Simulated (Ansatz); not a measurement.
Input file for Ansatz (a program for electronic structure):

Ansatz 0.2 input:
```yaml
crystal:
  lattice:
    - [4.4333681056, 0.0, 0.0]
    - [0.0, 4.8828479386, 0.0]
    - [0.0, 0.0, 8.7838706211]
  atoms:
    - { symbol: Te, position: [0.3814384205, 0.0321672251, 0.6024975316] }
    - { symbol: Te, position: [0.1185615795, 0.9678327749, 0.1024975316] }
    - { symbol: Te, position: [0.8814384205, 0.4678327749, 0.3975024684] }
    - { symbol: Te, position: [0.6185615795, 0.5321672251, 0.8975024684] }
    - { symbol: O, position: [0.774595684, 0.1428604893, 0.5397061902] }
    - { symbol: O, position: [0.725404316, 0.8571395107, 0.0397061903] }
    - { symbol: O, position: [0.274595684, 0.3571395107, 0.4602938098] }
    - { symbol: O, position: [0.225404316, 0.6428604893, 0.9602938098] }
    - { symbol: O, position: [0.1710235404, 0.7535377625, 0.2754286803] }
    - { symbol: O, position: [0.3289764596, 0.2464622375, 0.7754286803] }
    - { symbol: O, position: [0.6710235404, 0.7464622375, 0.7245713197] }
    - { symbol: O, position: [0.8289764596, 0.2535377625, 0.2245713197] }
kpoints:
  mp_grid: { grid: [5, 5, 3] }
  band_path:
    path:
      - [[0.0, 0.0, 0.0], [0.5, 0.0, 0.0], [0.5, 0.5, 0.0], [0.0, 0.5, 0.0], [0.0, 0.0, 0.0], [0.0, 0.0, 0.5], [0.5, 0.0, 0.5], [0.5, 0.5, 0.5], [0.0, 0.5, 0.5], [0.0, 0.0, 0.5]]  # Γ-X-S-Y-Γ-Z-U-R-T-Z
      - [[0.5, 0.0, 0.0], [0.5, 0.0, 0.5]]  # X-U
      - [[0.0, 0.5, 0.0], [0.0, 0.5, 0.5]]  # Y-T
      - [[0.5, 0.5, 0.0], [0.5, 0.5, 0.5]]  # S-R
      - [VBM, CBM]
    npoints: 6
hamiltonian:
  xc: r2scan
  pseudopotentials: { kind: paw }
magnetization: { noncollinear: true, spin_orbit: true }
scf:
  n_extra_bands: 24
  convergence: { dr2_threshold: 0.0000000001 }
  occupations: { method: gaussian, width: 0.01 }
checkpoint: { write: soc.run }
output: { eigenvalues: true }
```

Output (shortened):

```
Pseudopotential: Te, paw_fr, valence charge 16
Pseudopotential: O, paw_fr, valence charge 6
Functional definition: r2SCAN
non-collinear run that drives no moment, with spin-orbit …
Crystal: 12 atoms, lattice volume = 190.149 Å³
Basis set: ecut = 500 eV, 4773 PW (Γ), exchange–correlation on 144×144×288 points (64 copies of the dense FFT grid, shifted against one another)
Bands: 136, of which v1, the nominal top of the filled ones, is band 112 counted from 1 (111 counted from 0)
Symmetry: 4 space group operations + 4 with time reversal
k-points: 18 of 75 (time reversal used)
Projection manifold: j_resolved (fully-relativistic pseudo-atomic orbitals)
SCF iter   1: F=—  HF=-32474.473255 eV  |F-HF|=—  |Δ(HF+E_count)|=         —  Δρ=7.32e-2  dr2=8.55e0  dr2_τ=3.14e-1  dr2_m=0.00e0 (ungated)  ethr=3.10e-3  |M|=0.00e0 ∫|m|=0.00e0 μB  |m|>n=0.0e0 m-floor=0.0e0 τ_xc=0.0e0  β_m=0.30  ⟨swp⟩=6.3  Hψ=11352  notcnv=0  defer=127
preconditioner: auto → Resta (q_TF=auto, 2.498 Å⁻¹)
spin=Noncollinear: Resta preconditioning applied to the charge; magnetization (m_x, m_y, m_z) channels mix plain (no charge-response kernel on spin).
SCF iter   2: F=—  HF=-32473.683470 eV  |F-HF|=—  |Δ(HF+E_count)|=   7.90e-1  Δρ=4.57e-2  dr2=2.70e0  dr2_τ=3.08e-2  dr2_m=0.00e0 (ungated)  ethr=3.10e-3  |M|=0.00e0 ∫|m|=0.00e0 μB  |m|>n=0.0e0 m-floor=0.0e0 τ_xc=0.0e0  β_m=0.47  ⟨swp⟩=2.7  Hψ=4031  notcnv=0  defer=327
SCF iter   3: F=—  HF=-32473.735135 eV  |F-HF|=—  |Δ(HF+E_count)|=   5.17e-2  Δρ=1.78e-2  dr2=3.21e-1  dr2_τ=6.11e-3  dr2_m=0.00e0 (ungated)  ethr=2.41e-3  |M|=0.00e0 ∫|m|=0.00e0 μB  |m|>n=0.0e0 m-floor=0.0e0 τ_xc=0.0e0  β_m=0.63  ⟨swp⟩=2.8  Hψ=3920  notcnv=0  defer=327
SCF iter   4: F=—  HF=-32473.831886 eV  |F-HF|=—  |Δ(HF+E_count)|=   9.68e-2  Δρ=2.56e-3  dr2=6.63e-3  dr2_τ=2.16e-4  dr2_m=0.00e0 (ungated)  ethr=2.86e-4  |M|=0.00e0 ∫|m|=0.00e0 μB  |m|>n=0.0e0 m-floor=0.0e0 τ_xc=0.0e0  β_m=0.74  ⟨swp⟩=2.2  Hψ=3364  notcnv=0  defer=327
SCF iter   5: F=—  HF=-32473.839204 eV  |F-HF|=—  |Δ(HF+E_count)|=   7.32e-3  Δρ=6.85e-4  dr2=4.90e-4  dr2_τ=1.09e-5  dr2_m=0.00e0 (ungated)  ethr=5.92e-6  |M|=0.00e0 ∫|m|=0.00e0 μB  |m|>n=0.0e0 m-floor=0.0e0 τ_xc=0.0e0  β_m=0.87  ⟨swp⟩=3.0  Hψ=3554  notcnv=0  defer=327
SCF iter   6: F=—  HF=-32473.839850 eV  |F-HF|=—  |Δ(HF+E_count)|=   6.46e-4  Δρ=2.28e-4  dr2=8.77e-5  dr2_τ=2.55e-6  dr2_m=0.00e0 (ungated)  ethr=4.37e-7  |M|=0.00e0 ∫|m|=0.00e0 μB  |m|>n=0.0e0 m-floor=0.0e0 τ_xc=0.0e0  β_m=0.80  ⟨swp⟩=2.0  Hψ=3522  notcnv=0  defer=327
SCF iter   7: F=—  HF=-32473.839850 eV  |F-HF|=—  |Δ(HF+E_count)|=   3.88e-8  Δρ=1.03e-4  dr2=1.76e-5  dr2_τ=5.34e-7  dr2_m=0.00e0 (ungated)  ethr=7.83e-8  |M|=0.00e0 ∫|m|=0.00e0 μB  |m|>n=0.0e0 m-floor=0.0e0 τ_xc=0.0e0  β_m=0.77  ⟨swp⟩=2.0  Hψ=3394  notcnv=0  defer=327
SCF iter   8: F=—  HF=-32473.839850 eV  |F-HF|=—  |Δ(HF+E_count)|=   4.97e-8  Δρ=2.51e-5  dr2=1.33e-6  dr2_τ=1.35e-8  dr2_m=0.00e0 (ungated)  ethr=1.57e-8  |M|=0.00e0 ∫|m|=0.00e0 μB  |m|>n=0.0e0 m-floor=0.0e0 τ_xc=0.0e0  β_m=0.83  ⟨swp⟩=2.0  Hψ=3037  notcnv=0  defer=327
SCF iter  12: F=-32473.839961 eV  HF=-32473.839961 eV  |F-HF|=3.64e-12  |Δ(HF+E_count)|=  1.35e-10  Δρ=2.16e-7  dr2=6.78e-11  dr2_τ=2.05e-12  dr2_m=0.00e0 (ungated)  ethr=1.00e-12  |M|=0.00e0 ∫|m|=0.00e0 μB  |m|>n=0.0e0 m-floor=0.0e0 τ_xc=0.0e0  ⟨swp⟩=10.0  Hψ=13059  notcnv=0
SCF 1 converged in 12 iterations: F = -32473.839961 eV  dr2 = 6.78e-11
NSCF: frozen V_eff on 64 k-points
NSCF: frozen V_eff on 64 k-points
NSCF: frozen V_eff on 64 k-points
NSCF: frozen V_eff on 64 k-points
NSCF: frozen V_eff on 4 k-points
NSCF: frozen V_eff on 18 k-points
NSCF: frozen V_eff on 16 k-points
NSCF: frozen V_eff on 20 k-points
NSCF: frozen V_eff on 18 k-points
NSCF: frozen V_eff on 20 k-points
NSCF: frozen V_eff on 28 k-points
NSCF: frozen V_eff on 10 k-points
NSCF: frozen V_eff on 83 k-points
SCF converged after 12 iterations
Magnetization: |M| = 0.0000 μB,  M = (+0.0000, +0.0000, +0.0000) μB
Absolute magnetization: 0.0000 μB (∫|m|)
  site 0: m = (+0.0000, +0.0000, +0.0000) μB, |m| = 0.0000 μB  (R = 0.77 Å)
  site 1: m = (+0.0000, +0.0000, +0.0000) μB, |m| = 0.0000 μB  (R = 0.77 Å)
  site 2: m = (+0.0000, +0.0000, +0.0000) μB, |m| = 0.0000 μB  (R = 0.77 Å)
  site 3: m = (+0.0000, +0.0000, +0.0000) μB, |m| = 0.0000 μB  (R = 0.77 Å)
  site 4: m = (+0.0000, +0.0000, +0.0000) μB, |m| = 0.0000 μB  (R = 0.79 Å)
  site 5: m = (+0.0000, +0.0000, +0.0000) μB, |m| = 0.0000 μB  (R = 0.79 Å)
  site 6: m = (+0.0000, +0.0000, +0.0000) μB, |m| = 0.0000 μB  (R = 0.79 Å)
  site 7: m = (+0.0000, +0.0000, +0.0000) μB, |m| = 0.0000 μB  (R = 0.79 Å)
  site 8: m = (+0.0000, +0.0000, +0.0000) μB, |m| = 0.0000 μB  (R = 0.77 Å)
  site 9: m = (+0.0000, +0.0000, +0.0000) μB, |m| = 0.0000 μB  (R = 0.77 Å)
  site 10: m = (+0.0000, +0.0000, +0.0000) μB, |m| = 0.0000 μB  (R = 0.77 Å)
  site 11: m = (+0.0000, +0.0000, +0.0000) μB, |m| = 0.0000 μB  (R = 0.77 Å)
Free energy (F): -32473.839961 eV
Harris-Foulkes:  -32473.839961 eV  (|F-HF|=3.64e-12)
Internal energy: -32473.839961 eV  (E = F + TS)
E sigma→0 (E₀):  -32473.839961 eV
Fermi energy:    8.430481 eV
--- Per-component energies (eV) ---
  E_band       = -1298.184392
  E_kinetic    = 2135.850356
  E_local      = -8569.255777  (includes V_loc(G=0)·N_el)
  E_nonlocal   = -859.418499
  E_hartree    = 4534.321105
  E_xc         = -1044.959761
  E_vxc        = -1290.139859  (∫ρ·V_xc dr)
  E_paw        = -19985.412118  (= ΣΔE_a)
  E_vpaw       = -1866.667427  (= ΣTr[D̂ρ^β])
  E_aug_tail   = 0.008016  (compensation charges beyond the density's cutoff)
  E_vtau       = 82.796850  (kinetic-family band-sum trace: ∫τ·v_τ [+ j·A + Jᵃ·Aᵃ] dr)
  E_ewald      = -8685.907278
  E_core_change = 0.933995  (= ΣΔE_core)
  E_smearing   =  0.000000  (= −TS)
  E_closure    = 0.000000  (closes the sum)
  Σ components = -32473.839961   (vs F -32473.839961, Δ=0.00e0)
  [band-id]    e_kinetic+e_local+e_nonlocal+2·e_hartree+e_vxc+e_vpaw+e_augmentation_tail+e_vtau = -1298.184131   (vs E_band -1298.184392, Δ=2.60e-4)
--- Band table (eV; the first three rows and the last of 18) ---
  k-point 0: bands = ["-32.3822", "-32.3822", "-32.3804", "-32.3804", "-32.3745", "-32.3745", "-32.3722", "-32.3722", "-32.2554", "-32.2554", "-32.2525", "-32.2525", "-32.2505", "-32.2505", "-32.2476", "-32.2476", "-30.9471", "-30.9471", "-30.9422", …
  k-point 1: bands = ["-32.3826", "-32.3820", "-32.3808", "-32.3794", "-32.3754", "-32.3738", "-32.3727", "-32.3718", "-32.2551", "-32.2547", "-32.2540", "-32.2532", "-32.2497", "-32.2491", "-32.2483", "-32.2479", "-30.9467", "-30.9459", "-30.9446", …
  k-point 2: bands = ["-32.3828", "-32.3813", "-32.3811", "-32.3796", "-32.3752", "-32.3735", "-32.3734", "-32.3716", "-32.2558", "-32.2542", "-32.2536", "-32.2518", "-32.2512", "-32.2494", "-32.2488", "-32.2473", "-30.9470", "-30.9464", "-30.9432", …
  k-point 17: bands = ["-32.3803", "-32.3800", "-32.3778", "-32.3775", "-32.3767", "-32.3764", "-32.3741", "-32.3738", "-32.2541", "-32.2538", "-32.2519", "-32.2515", "-32.2508", "-32.2504", "-32.2486", "-32.2483", "-30.9423", "-30.9414", "-30.9404", …
```

Cost: very roughly 80 core-minutes on shared cores.

Space group P2_12_12_1. The first step of the workflow began from a Materials Project structure, measured or hypothetical; the Crystallography Open Database files this formula in space group No. 19, but the cells were not matched. Its standing as an ambient phase is unchecked. The r²SCAN relaxation kept the symmetry of its start; whether a distortion lowers the energy is not shown.

Potentials: the later of the program's two PAW sets.

Ansatz is a plane-wave DFT program.
